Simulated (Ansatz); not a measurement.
This Ansatz input for RhC2 in the fluorite structure was spoiled on purpose:

```yaml
crystal:
  lattice:
    - [0.0, 2.4412493123, 2.4412493123]
    - [2.4412493123, 0.0, 2.4412493123]
    - [2.4412493123, 2.4412493123, 0.0]
  atoms:
    - { symbol: Rh, position: [0.0, 0.0, 0.0] }
    - { symbol: C, position: [0.25, 0.25, 0.25] }
    - { symbol: C, position: [0.75, 0.75, 0.75] }
basis:
  ecutwfc: 420
  ecutrho_ratio: 4
kpoints:
  mp_grid: { grid: [12, 12, 12] }
hamiltonian:
  xc: scan0x
scf:
  occupations: { method: gaussian, width: 0.05 }
  max_iter: 50
output:
  forces: true
  stress: true
```

Launched as:
```sh
ansatz run input.yaml --threads 4 --pin off --max-ram 4096MiB --backend cpu --events-out ev --progress --plain --runs-dir out
```

Question: What is wrong with it?

Answer: An unknown functional. Against the sound input: hamiltonian.xc: "pbesol" → "scan0x" (the cap on iterations is only a precaution).

What the program printed:

```
Error: YAML parse error: error: line 16 column 7: hamiltonian.xc: unknown variant `scan0x`, expected one of `lda`, `lda-pw`, `pw92`, `pbe`, `pbesol`, `rpbe`, `revpbe`, `blyp`, `pbe0`, `revpbe0`, `b3lyp`, `b3lyp5`, `hse06`, `wpbeh`, `hiss`, `lc_wpbe`, `cam_b3lyp`, `hf`, `r2scan`, `r2scanh`, `r2scan0`, `r2scan50`, `mr2scan`
  --> <input>:16:7
   |
```

The input was refused before any iteration. It ran for 0.04 s on 4 threads of Arm Neoverse N1 (shared host), peak memory 0.021 GiB. The run before the change (PBEsol, 420 eV, 12×12×12 mesh) gave:

| run | P (GPa) | gap on the mesh (eV) | cell moment (μB) | largest force component (eV/Å) |
| --- | --- | --- | --- | --- |
| sound | -0.1 | metal | – | 0.000 |

The structure was built from a prototype; whether the compound forms in it isn't claimed.

Of that run: The cell is a metal with an odd number of electrons, and spin polarisation wasn't tried.
